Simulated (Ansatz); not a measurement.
Hf, DFT, LDA, all-electron LAPW, scalar-relativistic (Ansatz 0.2.0), run on 1 thread of Intel(R) Xeon(R) 6975P-C (Granite Rapids) on a shared host.

The geometry is COD entry 1534929, unchecked; take it as a test cell. The listed cell was then made from it by scaling, straining or moving an atom.

Command: `ansatz run input.yaml --threads 1 --pin off --max-ram 3072MiB --backend cpu --events-out ev --progress --plain --runs-dir out`

```yaml
crystal:
  lattice:
    - [0.0, 2.2492138765, 2.2492138765]
    - [2.2492138765, 0.0, 2.2492138765]
    - [2.2492138765, 2.2492138765, 0.0]
  atoms:
    - { symbol: Hf, position: [0.0, 0.0, 0.0] }
kpoints:
  mp_grid: { grid: [13, 13, 13] }
  band_path:
    path:
      - [0.0, 0.0, 0.0]
      - [0.5, 0.0, 0.5]
      - [0.625, 0.25, 0.625]
      - [0.375, 0.375, 0.75]
      - [0.0, 0.0, 0.0]
      - [0.5, 0.5, 0.5]
      - [0.5, 0.25, 0.75]
      - [0.5, 0.0, 0.5]
    npoints: 5
scf:
  occupations: { method: fermi_dirac, width: 0.03 }
hamiltonian:
  xc: lda
  pseudopotentials: { kind: all_electron, lapw: { basis_error: 0.001 } }
output:
  forces: true
  stress: true
  eigenvalues: true
```

(1) How large is the problem that the program sets up?

(2) About how long does it take, and how much memory does it use?

Results:

(1) 84 irreducible k-points, 169 plane waves at Γ, 22 bands.

(2) 6.8 s of wall time for 8 SCF iterations, with a peak of 0.33 GiB. Times on shared machines scatter by tens of per cent.
